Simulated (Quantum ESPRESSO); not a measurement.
# Moving one atom in Ca2MgZnO4

Calculated results; nothing here was measured. They come from pw.x of Quantum ESPRESSO 7.5, a plane-wave density functional program, with PseudoDojo standard norm-conserving files (v0.5 for PBE, v0.4.1 for LDA and PBEsol). The cells are made up: elements, strain and atom displacements were drawn at random, and nothing was relaxed. There is no spin polarisation, spin-orbit coupling or dispersion term.

The cell has 8 sites of a rocksalt lattice. Sites 1 to 4 hold Ca Ca Mg Zn; sites 5 to 8 hold O O O O. Cell vectors in Å: (4.566, 0.000, 0.000); (0.000, 4.566, 0.000); (0.000, 0.000, 4.566). Settings: PBE, cutoff 1143 eV, 4 x 4 x 4 k mesh shifted by half a step, Fermi-Dirac smearing of 0.025 eV.

Each run shifts the O atom on site 8 along y and leaves all else fixed. Site 1 is one of its nearest neighbours. E is the free energy of the cell above the lowest run shown.

| run | shift (Å) | Fy on site 8 (eV/Å) | Fy on site 1 (eV/Å) | P (GPa) | E (meV) |
| --- | --- | --- | --- | --- | --- |
| 1 | -0.0870 | 1.411 | -0.555 | 3.51 | 92.0 |
| 2 | -0.0111 | 0.641 | -0.068 | 3.28 | 14.6 |
| 3 | 0.0099 | 0.440 | 0.056 | 3.26 | 3.3 |
| 5 | 0.0940 | -0.367 | 0.554 | 3.34 | 0.0 |
| 6 | 0.1243 | -0.671 | 0.747 | 3.44 | 15.7 |
| 7 | 0.1379 | -0.813 | 0.839 | 3.49 | 25.7 |
| 4 | 0.0700 | ? | ? | ? | ? |

A rerun of one of these cells at 1437 eV and k mesh 6 x 6 x 6 moved values by no more than 0.002 eV in the cell's energy, 0.04 GPa in stress and 0.004 eV/Å in force.

## Worked fit

A parabola through the six runs shown gives Fy on site 8 = 0.539 - 9.89 u + 1.1 u² eV/Å, with u in Å and a scatter of 0.011 eV/Å. Minus the slope, 9.89 ± 0.30 eV/Å², is this atom's force constant along y at u = 0, with its periodic images moving too. The fitted force vanishes at u = 0.055 Å, where the energy should be lowest along this line. The error is the larger of the fit's own and the change that a cubic makes, rounded up.

## Withheld run

Question: what Fy on site 8 should run 4 give?

The fit gives -0.148 eV/Å. The calculation gave -0.135 eV/Å.

| run | shift (Å) | Fy on site 8 (eV/Å) | Fy on site 1 (eV/Å) | P (GPa) | E (meV) |
| --- | --- | --- | --- | --- | --- |
| 4 | 0.0700 | -0.135 | 0.408 | 3.29 | -6.0 |